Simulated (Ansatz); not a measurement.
CuI (wurtzite)

```
CELL_PARAMETERS angstrom
      4.18654     0.00000     0.00000
     -2.09327     3.62565     0.00000
      0.00000     0.00000     6.89725
ATOMIC_POSITIONS crystal
  Cu 0.66667 0.33333 0.87371
  Cu 0.33333 0.66667 0.37371
  I  0.66667 0.33333 0.50129
  I  0.33333 0.66667 0.00129
```

Two coordinates are scanned: the volume, and the ratio of the stretch along z (the conventional c axis) to the stretch across it. Atoms keep their fractional coordinates.

Computed with PBEsol (plane waves to 420 eV, PAW, scalar-relativistic; Ansatz, a quantum-chemistry and plane-wave program). k mesh 9×9×5 (Γ-centred), Fermi-Dirac smearing 0.05 eV. The energy includes the smearing's −TS. As the atoms are clamped, bonds stretch with the cell, which overstates energies and stresses. CuI is run without spin polarisation. CuI was relaxed with its symmetry unable to fall. Spin-orbit coupling is left out, though I is heavy. The PAW data are Ansatz's earlier set. This is one of several known forms of CuI; the measured ambient cells at hand have space group No. 156 or 216.

Changes of ΔE (meV/atom) from the point V/V₀ = 1.000, (c/a)/(c/a)₀ = 1.000 when one coordinate moves alone (two changes are said to add if the coupling is within 5 % of the smaller one, nearly so within 20 %):

| point | change |
|---|---|
| V/V₀ = 1.000, (c/a)/(c/a)₀ = 0.960 | 8.59 |
| V/V₀ = 1.000, (c/a)/(c/a)₀ = 0.973 | 3.72 |
| V/V₀ = 1.000, (c/a)/(c/a)₀ = 0.987 | 0.91 |
| V/V₀ = 0.960, (c/a)/(c/a)₀ = 1.000 | 6.99 |
| V/V₀ = 0.973, (c/a)/(c/a)₀ = 1.000 | 3.02 |
| V/V₀ = 0.987, (c/a)/(c/a)₀ = 1.000 | 0.74 |
| V/V₀ = 1.013, (c/a)/(c/a)₀ = 1.000 | 0.70 |
| V/V₀ = 1.027, (c/a)/(c/a)₀ = 1.000 | 2.71 |
| V/V₀ = 1.040, (c/a)/(c/a)₀ = 1.000 | 5.93 |
| V/V₀ = 1.000, (c/a)/(c/a)₀ = 1.013 | 0.84 |
| V/V₀ = 1.000, (c/a)/(c/a)₀ = 1.027 | 3.29 |
| V/V₀ = 1.000, (c/a)/(c/a)₀ = 1.040 | 7.23 |

Question: What is the change at V/V₀ = 1.040, (c/a)/(c/a)₀ = 1.027, where both move, and how far is it from the sum?

Answer: The sum of the single changes is 5.93 + (3.29) = 9.22; the calculation gives 8.97, so the coupling contributes -0.25 (under 20 % of the smaller single change, nearly additive).

(A scan under strain: stresses follow from slopes of the energy per volume, elastic moduli from its curvatures.)
